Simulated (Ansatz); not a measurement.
A geometry of La$_{2}$O$_{3}$ away from equilibrium: step 2 of the relaxation of a relaxed La2O3 cell, doubled along one cell vector, shaken by Gaussian noise of σ = 0.08 Å a coordinate. Calculation: r2SCAN (plane waves to 500 eV, PAW, scalar-relativistic; Ansatz, a program for electronic structure). Γ-centred k-mesh 7×7×2 on the run's cell (coarser than for final values), Fermi–Dirac smearing 0.05 eV.

```xyz
10
Lattice="3.9288 -0.0050 0.0062 -1.9687 3.4234 0.0017 0.0193 0.0172 12.2487" Properties=species:S:1:pos:R:3:forces:R:3 pbc="T T T" free_energy=-28491.222 pressure_GPa=1.2
O     -0.0386    -0.0316    -0.0690    0.0214   -0.0531    0.5028
O      0.0784     0.0128     6.1231   -0.0886   -0.1109   -0.4674
O      0.0167     2.2416     3.9125   -0.3515    0.1260    0.3674
O     -0.0202     2.2718    10.0944    0.1965   -0.2504   -0.6029
O      1.9519     1.0680     2.0793    0.0515    0.4712    1.0486
O      2.0062     1.1056     8.3094   -0.2335    0.0037   -0.5086
La     0.0130     2.2770     1.5585   -0.1378   -0.4172   -2.1855
La     0.0002     2.2444     7.6322    0.1397    0.0841    0.5023
La     1.8939     1.0984     4.5639    0.4849   -0.0986    0.6689
La     1.9685     1.0817    10.7248   -0.0827    0.2453    0.6742
```

Positions in Å, forces in eV/Å, free energy of the cell in eV (comparable only within this code, potentials and settings). Largest force: 2.23 eV/Å, on La7 (atoms numbered as listed); the geometry lies 0.02 eV/atom above the end of its relaxation.

No spin polarisation in the result.

The first start was generated by placing the elements on the sites of a structure type. Materials Project lists a structure of La2O3 in the same space group, P-3m1 (No. 164); the sites were not compared with it, nor with measured phases.
